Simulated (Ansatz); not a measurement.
A trial cell of Co was relaxed with r2SCAN (plane waves to 500 eV, PAW, scalar-relativistic; Ansatz, a first-principles code).

Before: Cmmm (No. 65), oS2; a = 3.1445 Å, b = 3.3893 Å, c = 2.1235 Å, α = β = γ = 90.00°.

After relaxation:

Simulated powder pattern, neutron, λ = 1.5401 Å (kinematic, ideal powder, no thermal factors, coherent scattering alone; the 24 strongest lines at most, above 1 %, up to 2θ = 90°):

```
2θ (°)  I/Imax (%)
------  ----------
38.77           34
42.87           85
59.17          100
78.54           34
83.19           11
```

Question: Identify the relaxed structure from its pattern: crystal system, space group and cell.

Answer: Hexagonal, P6/mmm (No. 191), hP1, AFLOW prototype A_hP1_191_a (A_f, as in Sn); a = b = 2.4330 Å, c = 2.3198 Å, α = β = 90.00°, γ = 120.00°. Sites: Co 1a (0.000, 0.000, 0.000).

Question: Index the strongest lines.

Answer: 38.77° (0001), 42.87° (1 0 -1 0), 59.17° (1 0 -1 1), 78.54° (1 1 -2 0), 83.19° (0002).

Spin state reached: ferromagnetic (net 1.97 μB/atom), from parallel starting moments; other spin orders were not run from this start. r2SCAN tends to overstate moments in metals.

The run could not lose the symmetry of its start: the end is stationary, and may be a saddle point rather than a minimum.

The relaxed structure here is a generated cell of Co: the first start was made by a random draw of sites in a space group, and the end was not matched to a known phase here, so it may be hypothetical. Known forms of Co include space group No. 194.
